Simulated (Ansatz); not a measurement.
What DFT gives for B2O

```
B O
1.0
     2.90576    0.00000    0.00000
    -1.45288    2.51646    0.00000
     0.00000    0.00000    7.11755
B O
4 2
Cartesian
  0.0000 0.0000 2.7047
  0.0000 0.0000 4.4129
  1.4530 0.8387 0.1637
  -0.0001 1.6777 6.9538
  1.4530 0.8387 2.1780
  -0.0001 1.6777 4.9396
```

Single point in Ansatz 0.2.0 with LDA, no spin polarisation. Cutoff 420 eV, PAW datasets, 12×12×5 Γ-centred k mesh, fermi-dirac filling (width 0.0343 eV).

Q: Metal or insulator?

A: It is a metal, with about 1.7 states/eV a cell as the mean within 0.25 eV of the Fermi level, mostly B p (74 %) and O s (12 %).

Q: Is it stable against the elements?

A: -0.22 eV an atom against the elements' usual phases (free molecules for gases, crystals otherwise, with no correction for O₂ or N₂), so it is bound against them; other compounds may still compete. Relaxing would lower it.

Q: Where is the largest force?

A: The largest is on B1 (and as large on other atoms): 0.08 eV/Å, components (0.00, 0.00, 0.08). It makes 0° with the line to a nearest neighbour, B2 at 1.71 Å, pointing towards it.

Q: What does the stress say?

A: The pressure is -30.5 GPa (compression positive), so with the atoms held at these fractions the cell would first shrink. The principal stresses -40.0, -40.0, -11.5 GPa differ, so its shape would change too.

Origin: a database entry at a rescaled volume. Caveats: many states at the Fermi level without spin polarisation, so a magnetic state may lie lower; atoms or cell far from equilibrium.
